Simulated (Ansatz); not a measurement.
Input:

KBr:
```cif
data_BrK
_chemical_formula_sum 'K1 Br1'
_space_group_name_H-M_alt 'P 1'
_space_group_IT_number 1
_cell_length_a 4.74152
_cell_length_b 4.74152
_cell_length_c 4.74152
_cell_angle_alpha 60.000
_cell_angle_beta 60.000
_cell_angle_gamma 60.000
loop_
_space_group_symop_operation_xyz
  'x, y, z'
loop_
_atom_site_label
_atom_site_type_symbol
_atom_site_fract_x
_atom_site_fract_y
_atom_site_fract_z
_atom_site_occupancy
K1 K 0.00000 0.00000 0.00000 1
Br1 Br 0.50000 0.50000 0.50000 1
```

This is the PBE-relaxed structure.

All from PBE (plane waves, PAW; program Ansatz), unless another level is named. Give the Poisson's ratio.

0.26.

What about the vibrational entropy at 300 K?

50.0 J/(K·mol of atoms).

Predict the highest zone-centre frequency (without LO–TO term).

3.01 THz.

Space group Fm-3m (rock salt). Symmetry was held in the PBE relaxation; phonons on a q-mesh show no instability.

Potentials: the later of the program's two PAW sets.
